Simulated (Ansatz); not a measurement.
Problem. LaNbN$_{3}$ (cubic perovskite, Pm-3m) is relaxed with DFT-PBEsol in the program Ansatz with PAW potentials. What lattice parameters of the conventional cell result?

Solution. a = 4.063 Å.

Problem. Is it a metal or does it have a gap at this level?

Solution. No gap at this level.

The start of the workflow was typed in or built on a structure type; neither database checked (COD, Materials Project) lists it. Whether it is the stable phase at ambient conditions was not checked. The PBEsol relaxation kept the symmetry of its start. At this level the phase is dynamically unstable (imaginary phonons). The workflow began spin-polarised and lost its moments. Spin–orbit coupling is left out wherever it is not named.

Potentials: the earlier of the program's two PAW sets. The files were generated under PBE; for other functionals the program regenerates the frozen cores, and for LDA and PBEsol the local potential too.
